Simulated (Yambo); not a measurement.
NaPF6 (space group Fm-3m, No. 225); a = b = c = 5.451 Å, α = β = γ = 60.00°. With the G0W0 scissor the direct gap on the mesh is 12.64 eV.

Q: Can the lowest exciton of this BSE run be trusted, and with what binding energy? (Yambo, LDA bands; 6×6×6 mesh, 14 valence and 2 conduction bands, static screening with 70 bands and a 3 Ry block, scissor 5.40 eV, Tamm-Dancoff.)

A: No. The run can't give a binding energy: its band window is complete only up to 16.50 eV, too close above the direct gap of 12.64 eV. The scissor comes from a G0W0 run whose convergence isn't established. 

Geometry of the Materials Project entry, not relaxed at this level.
